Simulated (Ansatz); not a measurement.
**Sn$_{3}$PbSe$_{4}$: phonons across the zone**

These are results of Ansatz, DFT PBE, scalar-relativistic, plane waves, PAW, not measurements. Cutoff 420 eV, 6×6×8 k-points (Γ-centred), Gaussian smearing of 0.01 eV. No spin polarisation. Phonons by linear response, acoustic sum rule imposed.

Relaxed structure:
```xyz
8
Lattice="4.3152 -6.1018 0.0000 4.3152 6.1018 0.0000 0.0000 0.0000 4.3138" Properties=species:S:1:pos:R:3 pbc="T T T"
Sn    2.1576    3.0509    0.0000
Sn    0.0000    0.0000    2.1569
Sn    2.1576   -3.0509    0.0000
Pb    4.3152    0.0000    2.1569
Se    6.5188    0.0000    0.0000
Se    4.3152   -3.0828    2.1569
Se    2.1116    0.0000    0.0000
Se    4.3152    3.0828    2.1569
```

It was reached by relaxing an invented guess, and it needn't be the stable form of this composition. Spin–orbit coupling is left out, which matters for heavy elements. The q mesh is coarse, so values between its points are rough.

Force constants from linear response on a 1×1×2 q mesh.

Path: Γ–Y–C0 | SIGMA0–Γ–Z–A0 | E0–T–Y | Γ–S–R–Z–T. Only the points of the 1×1×2 mesh were computed; the rest is interpolation, which is rough on so few points. At q = (0.000, 0.000, 0.000) a computed mode is imaginary, 54i cm⁻¹, so the cell is unstable at this level. Distance along the path (Å⁻¹), then the branches (cm⁻¹, negative for imaginary):
```
0.000  -54 -46 -43 0 0 0 36 36 45 57 59 61 63 65 67 79 111 112 120 122 123 123 130 141
0.129  -52 -46 -43 4 8 8 35 35 44 56 61 62 63 66 66 78 112 112 119 121 122 124 130 140
0.257  -46 -44 -40 7 16 16 34 34 42 54 58 63 64 66 72 75 110 113 118 118 122 126 129 139
0.386  -42 -38 -36 -4 22 23 32 34 38 50 54 63 63 65 79 79 105 112 114 120 122 127 129 137
0.515  -41 -37 -27 -16 24 25 32 36 36 48 51 62 63 64 83 84 101 109 114 122 122 126 131 136
0.560  -40 -36 -27 -19 25 29 30 37 40 48 51 62 63 64 82 84 100 109 113 122 122 125 131 136
0.606  -36 -32 -27 -22 27 30 37 40 47 48 52 60 63 67 81 84 99 107 112 122 122 124 129 136
0.651  -31 -28 -26 -23 29 35 44 44 47 53 54 59 62 71 79 83 97 104 109 121 122 122 127 136
0.697  -29 -22 -20 -15 32 43 47 48 51 56 58 60 61 76 77 82 95 101 106 117 122 122 124 136
0.765  -32 -5 11 23 37 45 48 52 57 58 62 66 67 76 81 84 91 94 99 110 118 122 122 136
0.902  -39 32 35 38 44 44 44 47 50 53 63 68 73 83 84 87 90 97 98 103 103 121 122 137
1.038  -47 -22 13 30 33 39 42 51 52 55 56 57 57 70 72 88 102 105 111 113 116 122 124 139
1.175  -53 -43 -41 10 12 14 37 38 46 57 58 61 62 65 67 80 111 111 119 122 122 122 129 141
1.334  -53 -42 -36 8 15 20 37 41 46 58 59 62 62 67 70 79 110 110 119 120 121 122 128 140
1.516  -39 11 22 40 50 51 55 56 57 57 60 62 70 79 84 93 98 104 110 111 111 115 120 133
1.698  16 34 42 46 48 50 51 56 57 79 80 84 86 86 90 94 95 97 98 103 104 114 119 127
1.880  29 31 40 43 47 49 55 56 58 69 70 80 82 82 82 86 99 105 106 111 116 123 125 134
2.039  28 31 44 44 47 50 55 58 58 69 70 79 79 80 82 84 100 105 108 111 118 124 125 136
2.176  38 48 48 50 52 55 57 59 59 76 78 78 79 79 79 90 94 97 104 111 117 118 118 135
2.312  47 49 49 51 55 57 67 68 70 72 73 74 79 84 86 90 95 96 103 105 106 111 118 134
2.449  40 48 51 52 54 54 59 59 60 74 76 76 79 84 88 92 93 97 102 111 111 115 118 134
2.517  34 40 48 52 52 53 54 56 58 72 76 78 80 80 86 87 99 99 106 111 117 118 120 134
2.563  29 32 47 49 50 52 52 57 58 69 76 77 80 82 83 86 101 102 108 111 118 120 122 134
2.608  24 24 46 47 49 50 52 58 58 67 73 78 80 80 83 85 102 105 110 111 118 122 124 133
2.654  17 20 44 46 48 48 52 58 58 66 72 78 79 80 84 85 103 106 111 111 118 123 125 133
2.699  14 18 44 46 48 48 52 58 58 65 71 78 79 80 84 85 103 107 111 111 118 124 125 133
2.881  32 38 44 46 47 50 53 53 63 75 75 77 80 84 90 91 97 98 102 111 113 115 125 126
3.063  30 30 37 42 43 51 52 69 74 75 75 79 80 81 85 86 90 91 102 104 106 112 117 128
3.245  -24 -16 9 27 31 38 44 46 57 59 60 65 65 69 82 84 95 101 110 116 119 121 129 130
3.428  -41 -37 -27 -16 24 25 32 36 36 48 51 62 63 64 83 84 101 109 114 122 122 126 131 136
3.483  -54 -45 -42 7 7 10 36 37 46 57 59 61 63 65 67 79 111 112 119 122 122 123 129 141
3.595  -50 -34 -32 20 21 31 39 43 52 56 58 60 60 66 67 82 107 109 115 118 120 122 127 140
3.706  -44 -11 19 34 34 43 47 49 53 53 56 58 65 69 72 88 100 104 106 110 116 122 123 138
3.818  -39 30 34 41 42 46 47 47 49 52 56 69 76 77 84 90 92 96 98 100 109 121 122 137
3.964  -36 38 40 41 42 48 48 51 51 52 56 73 80 81 86 87 89 94 96 100 106 120 121 135
4.146  -17 41 44 48 51 56 56 58 64 70 72 74 79 83 86 87 90 95 96 100 105 110 118 123
4.329  35 45 47 48 56 61 64 69 70 72 77 78 80 87 88 94 94 95 96 104 105 108 114 117
4.511  48 48 49 50 57 57 67 68 70 72 74 76 82 84 85 91 94 98 101 104 105 111 116 132
4.657  46 49 50 51 55 57 65 67 68 72 73 77 79 85 86 89 95 97 100 106 109 111 118 134
4.769  40 48 49 52 54 54 58 59 60 75 76 78 79 82 82 92 94 95 103 111 115 116 118 135
4.880  32 40 46 47 47 53 56 57 58 72 74 78 79 80 82 85 98 102 107 111 118 122 122 135
4.992  27 29 43 44 47 49 55 58 58 68 69 79 79 80 82 84 100 106 108 111 118 124 125 136
5.112  26 27 43 44 47 48 55 58 58 67 68 79 79 80 81 84 101 107 108 111 118 125 126 136
5.240  24 24 43 45 47 48 54 58 58 66 69 79 79 80 82 84 101 107 109 111 118 125 125 135
5.369  19 21 43 46 46 47 53 58 58 66 70 79 79 79 84 84 102 107 110 111 118 124 125 134
5.498  15 19 44 46 48 48 52 58 58 65 71 78 79 80 84 85 103 107 111 111 118 124 125 134
```
